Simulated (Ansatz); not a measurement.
TiSi2 (C49 type, space group Cmcm)

```xyz
6
Lattice="1.7633 -6.7584 0.0000 1.7633 6.7584 0.0000 0.0000 0.0000 3.5652" Properties=species:S:1:pos:R:3 pbc="T T T"
Si     1.7633    -5.9699     2.6739
Si     1.7633     5.9699     0.8913
Si     1.7633     3.3752     2.6739
Si     1.7633    -3.3752     0.8913
Ti     1.7633    -1.3949     2.6739
Ti     1.7633     1.3949     0.8913
```

In this cell atom 2 (Si, nearest neighbour Si at 2.380 Å; its periodic images, 3.5 Å or more away, move with it) is moved by s towards the nearest neighbour, unit vector (0.000, 0.663, -0.749); all other atoms and the cell stay fixed.

All values below come from r2SCAN (plane waves to 500 eV, PAW, scalar-relativistic; Ansatz, a first-principles code). k mesh 11×11×11 (Γ-centred), Fermi-Dirac smearing 0.05 eV. E stands for the smeared free energy. With partly filled bands, energies and forces of such displacements shift with the k mesh and the smearing. This is one of several known forms of TiSi2; the measured ambient cells at hand have space group No. 70. TiSi2 is run without spin polarisation. TiSi2 was relaxed with its symmetry unable to fall. ΔE is measured from the undisplaced structure.

Successive frames, forces in eV/Å:

```
frame        ΔE (meV/cell)                  F on Si1                  F on Si2               F on Si3                F on Si4                F on Ti5                F on Ti6
-----------  -------------  ------------------------  ------------------------  ---------------------  ----------------------  ----------------------  ----------------------
s = 0.710 Å           6076  (0.000, 14.364, -17.631)  (0.000, -16.064, 19.659)  (0.000, 0.147, 0.094)  (0.000, 0.431, -0.114)  (0.000, 0.050, -1.725)  (0.000, 1.072, -0.283)
s = 0.568 Å           3241   (0.000, 7.943, -10.097)   (0.000, -9.363, 12.179)  (0.000, 0.141, 0.099)  (0.000, 0.353, -0.117)  (0.000, 0.079, -1.843)  (0.000, 0.846, -0.221)
s = 0.426 Å           1552    (0.000, 4.077, -5.427)    (0.000, -5.185, 7.334)  (0.000, 0.127, 0.077)  (0.000, 0.269, -0.096)  (0.000, 0.103, -1.709)  (0.000, 0.609, -0.178)
s = 0.284 Å            600    (0.000, 1.844, -2.597)    (0.000, -2.594, 4.066)  (0.000, 0.105, 0.048)  (0.000, 0.182, -0.064)  (0.000, 0.107, -1.330)  (0.000, 0.357, -0.123)
```

Q: What are the energy and the forces in the next frame, s = 0.142 Å?

A: ΔE (meV/cell) = 134.

```csv
atom,Fx,Fy,Fz
Si1,0.000,0.622,-0.934
Si2,0.000,-1.001,1.759
Si3,0.000,0.063,0.022
Si4,0.000,0.091,-0.030
Ti5,0.000,0.081,-0.756
Ti6,0.000,0.145,-0.062
```

(For displaced atoms, the force is minus the slope of the energy, and its curvature is a force constant, which sets phonon frequencies.)
